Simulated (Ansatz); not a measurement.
CdO in space group Pm-3n (No. 223; Cd on 6c, O on 6d) at seven volumes, the program Ansatz at the PBE level (PAW), scaled uniformly. One row is withheld.

| V (Å³/atom) | P (GPa) |
|---|---|
| 18.858 | ? |
| 19.479 | 5.35 |
| 20.101 | 2.45 |
| 20.723 | 0.00 |
| 21.345 | -2.06 |
| 21.966 | -3.80 |
| 22.588 | -5.27 |

Task: Fit the shown pressures and predict the withheld one.

Result: Third-order Birch–Murnaghan: P = (3/2)B₀(x^(7/2) − x^(5/2))[1 + (3/4)(B′ − 4)(x − 1)] with x = (V₀/V)^(2/3). Least squares on the six rows gives V₀ = 20.724 Å³/atom, B₀ = 74.74 GPa, B′ = 4.66. At V = 18.858, x = 1.0649 and P = 8.79 GPa. The run itself gave 8.79 GPa.

The start of the workflow was typed in or built on a structure type; neither database checked (COD, Materials Project) lists it. It is not the phase usual at ambient conditions (space group No. 225). The PBE relaxation kept the symmetry of its start; its stability against distortions is not shown here. The volume moved by 22 % from the start of the relaxation.

Potentials: the earlier of the program's two PAW sets.
